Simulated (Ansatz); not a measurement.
A generated cell, not matched to a known phase here, of Na₂LiF₃: P-3m1 (No. 164), hP6; a = b = 3.1270 Å, c = 7.7373 Å, α = β = 90.00°, γ = 120.00°; Na 2d (0.667, 0.333, 0.322); Li 1a (0.000, 0.000, 0.000); F 1b (0.000, 0.000, 0.500); F 2d (0.333, 0.667, 0.144). The numbers are results of PBEsol (plane waves to 420 eV, PAW, scalar-relativistic; Ansatz, a quantum-chemistry and plane-wave program), not measurements. Element references, the lowest calculated here: Li (Fm-3m, not the ambient form), Na (P6₃/mmc, not the ambient form), F (R-3m, a generated molecular cell); gases are represented by their molecular solids.

Q: Estimate the formation energy of this P-3m1 form of Na2LiF3 from the elements that PBEsol returns for this input.

A: -2.74 eV/atom.

Q: How does this cell stand against the other phases calculated?

A: It lies 0.04 eV/atom above their hull: Na2LiF3 → LiF + 2 NaF (LiF Fm-3m, NaF Fm-3m) releases that much. A lower structure of this composition may exist.

This is the hull of the energies calculated here, no anion corrections; phases that were not calculated are missing from it. Values are rounded to 0.01 eV/atom. Not shown to be the ambient phase of their composition (a lower form may be missing, and a cell relaxed within its start's symmetry can be a saddle point): Na2LiF3 (P-3m1). The compounds carry no spin polarisation.
